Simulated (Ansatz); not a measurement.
## Deforming TiOs

```xyz
2
Lattice="3.0800 0.0000 0.0000 0.0000 3.0800 0.0000 0.0000 0.0000 3.0800" Properties=species:S:1:pos:R:3 pbc="T T T"
Ti    1.5400    1.5400    1.5400
Os    0.0000    0.0000    0.0000
```

Atoms are numbered in the order listed.

The conventional cell has a = 3.080 Å, b = 3.080 Å, c = 3.080 Å, α = 90.00°, β = 90.00°, γ = 90.00°. Ti (atom 1) has 8 Os at 2.67 Å as nearest neighbours. Os (atom 2) is surrounded by 8 Ti at 2.67 Å.

The geometry is COD entry 1537945, unchecked; take it as a test cell.

Spin–orbit coupling is left out, though it moves levels of the heavy atoms by tenths of an eV or more.

Method: Ansatz 0.2.0, DFT, PBEsol, PAW with Ansatz's default frozen-core files, scalar-relativistic.

Settings: a Γ-centred 13×13×13 k mesh, Fermi–Dirac smearing of 0.03 eV, cutoff 420 eV, no spin polarisation; the PAW files were made with PBE, and the program remakes their frozen cores for this functional.

The unchanged cell is at -4.59 GPa.

In a metal, stresses and small energies carry noise from the k mesh.

x, y and z are the Cartesian axes of the cell as listed; fractional coordinates follow a strain, and an engineering shear is twice the off-diagonal strain component.

Q: One change gave: energy change +7.0 meV/atom; stress change (xx, yy, zz, yz, xz, xy) 0.22, 0.22, 0.22, 2.59, 2.59, 2.59 GPa, compression positive. Which change was it?
A. equal xy, yz and zx engineering shear strains of +1 %
B. equal xy, yz and zx engineering shear strains of +2 %
C. equal xy, yz and zx engineering shear strains of -2 %
D. equal xy, yz and zx engineering shear strains of -1 %

A: C. For equal xy, yz and zx engineering shear strains of -1 %: energy change +1.7 meV/atom; stress change (xx, yy, zz, yz, xz, xy) 0.05, 0.05, 0.05, 1.29, 1.29, 1.29 GPa, compression positive. For equal xy, yz and zx engineering shear strains of +1 %: energy change +1.6 meV/atom; stress change (xx, yy, zz, yz, xz, xy) 0.05, 0.05, 0.05, -1.21, -1.21, -1.21 GPa, compression positive. For equal xy, yz and zx engineering shear strains of +2 %: energy change +6.4 meV/atom; stress change (xx, yy, zz, yz, xz, xy) 0.21, 0.21, 0.21, -2.34, -2.34, -2.34 GPa, compression positive.
